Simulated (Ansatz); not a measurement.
Relaxed MgS (rock salt):

```yaml
crystal:
  lattice:
    - [0.00000, 5.22970, 5.22970]
    - [2.61485, 0.00000, 2.61485]
    - [2.61485, 2.61485, 0.00000]
  atoms:
    - { symbol: S, position: [0.00000, 0.00000, 0.00000] }
    - { symbol: S, position: [0.50000, 0.00000, 0.00000] }
    - { symbol: Mg, position: [0.25000, 0.50000, 0.50000] }
    - { symbol: Mg, position: [0.75000, 0.50000, 0.50000] }
```

The numbers are results of PBE (plane waves to 420 eV, PAW, scalar-relativistic; Ansatz, a quantum-chemistry and plane-wave program), not measurements. k mesh 9×9×9 (Γ-centred), Fermi-Dirac smearing 0.05 eV. MgS was relaxed with its symmetry unable to fall.

One atom of the cell was then moved (with its periodic images), all else fixed, and the forces (eV/Å) came out as:

```csv
atom,Fx,Fy,Fz
S1,-0.391,0.283,0.283
S2,1.344,-0.283,-0.283
Mg3,-0.100,0.020,0.020
Mg4,-0.853,-0.019,-0.019
```

Task: Which atom was moved, and by which vector (Å)?

Result: S2, by (-0.26, 0.00, 0.00), 0.26 Å in all.

(For displaced atoms, the force is minus the slope of the energy, and its curvature is a force constant, which sets phonon frequencies.)
